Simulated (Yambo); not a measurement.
Yambo run on a free-standing Y2CI2 monolayer (symmetry P-3m1, slab cell 22.9 Å high). The wavefunctions are PBEsol (pw.x of Quantum ESPRESSO, ONCV potentials, no spin-orbit coupling) ones on a 6×6×1 mesh (20 occupied bands); a = b = 3.821 Å, c = 22.900 Å, α = β = 90.00°, γ = 120.00°.

Yambo input:

```
rim_cut
HF_and_locXC
RandQpts= 1000000
RandGvec= 2 Ry
CUTGeo= "slab z"
EXXRLvcs= 82 Ry
VXCRLvcs= 328 Ry
% QPkrange
 1 | 1 | 20 | 21 |
 4 | 4 | 20 | 21 |
 7 | 7 | 20 | 21 |
%
```

k points by index: 1 = Γ, 4 = M, 7 = K.

Table of the .hf output:

```
#    K-point    Band    Eo [eV]    Ehf [eV]    Vxc [eV]    Vnlxc [eV]
#
    1    20    0.000000    -2.017831    -12.56648    -14.58431
    1    21    2.326760    7.678241    -12.08995    -6.738466
    4    20    -0.389664    -2.421952    -13.08932    -15.12161
    4    21    0.390280    4.547428    -10.86109    -6.703945
    7    20    -0.500595    -2.567451    -12.69540    -14.76226
    7    21    2.523875    7.531291    -11.20037    -6.192957
```
Exchange alone, without screening.

Geometry relaxed with PBEsol.

This is a model layer cut from the bulk structure; whether it is stable on its own was not checked.
